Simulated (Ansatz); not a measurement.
AgCl (rock salt) is sheared across one {100} plane: the third cell vector gains the shift, so faults repeat every 8.2 Å. The cut lies between planes 2.72 Å apart; the cell height is held.

```yaml
crystal:
  lattice:
    - [3.85193, 0.00000, 0.00000]
    - [0.00000, 3.85193, 0.00000]
    - [1.92596, 1.92596, 8.17118]
  atoms:
    - { symbol: Cl, position: [0.00000, 0.00000, 0.83333] }
    - { symbol: Cl, position: [0.33333, 0.33333, 0.16667] }
    - { symbol: Cl, position: [0.66667, 0.66667, 0.50000] }
    - { symbol: Ag, position: [0.50000, 0.50000, 0.83333] }
    - { symbol: Ag, position: [0.83333, 0.83333, 0.16667] }
    - { symbol: Ag, position: [0.16667, 0.16667, 0.50000] }
```

In-plane vectors a = (3.852, 0.000) Å, b = (0.000, 3.852) Å, area 14.84 Å². The shift is s times the vector a + b (length 5.447 Å), so s = 1 restores the start. The shift is rigid: no atom relaxes. γ = [E(shift) − E(0)] / area.

Computed with PBEsol (plane waves to 420 eV, PAW, scalar-relativistic; Ansatz, a program for electronic structure). k mesh 7×7×7 (Γ-centred), Fermi-Dirac smearing 0.05 eV. E is the zero-smearing estimate. As the smearing reaches across the gap at some points, the k mesh leaves noise in γ, roughly 0.02 J/m² as judged from a few cases. Faults lie only 8.2 Å apart, and holding the cell height and the atoms raises γ above its relaxed value. AgCl was relaxed with its symmetry unable to fall. The zero of γ is zero shift. The last digit holds for this mesh only.

| s | γ (J/m²) |
|---|---|
| 0.000 | 0.00 |
| 0.083 | 0.02 |
| 0.167 | 0.09 |
| 0.250 | 0.23 |
| 0.333 | 0.44 |
| 0.417 | 0.65 |
| 0.500 | withheld |
| 0.583 | 0.65 |
| 0.667 | 0.44 |
| 0.750 | 0.23 |
| 0.833 | 0.09 |
| 0.917 | 0.02 |

Question: Fit a Fourier form (three harmonics of 1 − cos and sin) to the given rows and predict γ at s = 0.500.

Answer: Least squares on the 11 given rows: γ = (0.364)·[1 − cos(2πs)] + (-0.070)·[1 − cos(4πs)] + (0.007)·[1 − cos(6πs)], in J/m²; root-mean-square residual 0.001 J/m². At 0.500 the fit gives 0.74 J/m²; the calculation gives 0.74 J/m², the same to the digits shown. 

(The slope of γ gives the shear force per area between the displaced halves; near zero shift its curvature is an elastic stiffness.)
